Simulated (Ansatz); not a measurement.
**Structure relaxation, BeNi**

The start is a relaxed BeNi cell displaced along its unstable phonon at q = (0, 0, ½) of its primitive reciprocal cell (124i cm⁻¹), largest move 0.15 Å. Cell shape, volume and atoms are optimised at zero target pressure with PBEsol (plane waves to 420 eV, PAW, scalar-relativistic; Ansatz, an electronic-structure program). The first steps use a coarse 8×8×5 k-mesh.

Initial structure:
```
CELL_PARAMETERS angstrom
      4.67041     0.00000     0.00000
     -2.33521     4.04469     0.00000
      0.00000     0.00000     6.91474
ATOMIC_POSITIONS crystal
  Ni 0.50000 0.00000 0.01072
  Ni 0.50000 0.00000 0.48928
  Ni 0.50000 0.50000 0.99464
  Ni 0.50000 0.50000 0.50536
  Ni 0.00000 0.50000 0.99464
  Ni 0.00000 0.50000 0.50536
  Be 0.00000 0.00000 0.00000
  Be 0.00000 0.00000 0.50000
  Be 0.31479 0.62958 0.25000
  Be 0.35188 0.70375 0.75000
  Be 0.68521 0.37042 0.25000
  Be 0.64812 0.29625 0.75000
```

- Volume change: -7.2 %, from 10.89 to 10.10 Å³/atom
- Shortest distances (start → end): The closest pairs of elements (up to four, under 3.6 Å), start → end: Be–Be 2.40 → 2.02 Å; Be–Ni 2.16 → 2.10 Å; Ni–Ni 2.34 → 2.35 Å
- Band gap at the end: zero (metallic)
- Optimiser moves: 14

Relaxed structure:

Space group Cmmm (No. 65); a = 4.710 Å, b = 8.040 Å, c = 6.402 Å, α = β = γ = 90.00°

```
atom  site  symmetry       x       y       z
----  ----  --------  ------  ------  ------
Ni      4l       mm2  0.0000  0.5000  0.3084
Ni      8m       ..2  0.2500  0.2500  0.2215
Be      4k       mm2  0.0000  0.0000  0.2228
Be      4j       m2m  0.5000  0.2859  0.5000
Be      4i       m2m  0.0000  0.3745  0.0000
```
(The calculation used a cell of 12 atoms; values per cell refer to that cell.)

Final values are on a 12×12×8 k-mesh of the relaxed cell. No spin polarisation in the result. A magnetic state may lie lower.

The run could not lose the symmetry of its start, so the end can be a saddle point.

The relaxed structure here is a generated cell of BeNi: the first start was made by placing the elements on the sites of a structure type, and the end was not matched to a known phase here, so it may be hypothetical.
